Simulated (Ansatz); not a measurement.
The start is a generated cell, PtSe2 placed in the AFLOW prototype AB2_hP6_194_b_f (as in CaIn2). Cell shape, volume and atoms are optimised at zero target pressure with PBEsol (plane waves to 420 eV, PAW, scalar-relativistic; Ansatz, a program for electronic structure). The first steps use a coarse 6×6×4 k-mesh.

Initial structure:
```
CELL_PARAMETERS angstrom
      4.54786     0.00000     0.00000
     -2.27393     3.93856     0.00000
      0.00000     0.00000     7.20038
ATOMIC_POSITIONS crystal
  Pt 0.00000 0.00000 0.25000
  Pt 0.00000 0.00000 0.75000
  Se 0.33333 0.66667 0.04500
  Se 0.66667 0.33333 0.54500
  Se 0.66667 0.33333 0.95500
  Se 0.33333 0.66667 0.45500
```

Initial pressure: -10 GPa (negative: the cell is under tension)
Outcome: The space group stays P6₃/mmc (No. 194) (the run could not lower it), with 6 atoms in the primitive cell
Volume change: -10.7 %, from 21.50 to 19.20 Å³/atom
Shortest distances (start → end): The closest pairs of elements (up to four, under 3.6 Å), start → end: Pt–Se 3.01 → 2.57 Å; Se–Se 2.70 → 2.94 Å
Band gap at the end: zero (metallic)
Optimiser moves: 23

Final structure:

```cif
data_Pt2Se4
_chemical_formula_sum 'Pt2 Se4'
_space_group_name_H-M_alt 'P63/mmc'
_space_group_IT_number 194
_space_group_name_Hall '-P 6c 2c'
_cell_length_a 3.64008
_cell_length_b 3.64008
_cell_length_c 10.03679
_cell_angle_alpha 90.000
_cell_angle_beta 90.000
_cell_angle_gamma 120.000
loop_
_atom_site_label
_atom_site_type_symbol
_atom_site_symmetry_multiplicity
_atom_site_Wyckoff_symbol
_atom_site_fract_x
_atom_site_fract_y
_atom_site_fract_z
_atom_site_occupancy
Pt1 Pt 2 b 0.00000 0.00000 0.25000 1
Se1 Se 4 f 0.33333 0.66667 0.10267 1
```

Final values are on a 15×15×5 k-mesh of the relaxed cell. No spin polarisation in the result.

The run could not lose the symmetry of its start, so the end can be a saddle point.

The relaxed structure here is a generated cell of PtSe2: the first start was made by placing the elements on the sites of a structure type, and the end was not matched to a known phase here, so it may be hypothetical. Known forms of PtSe2 include space group No. 164.
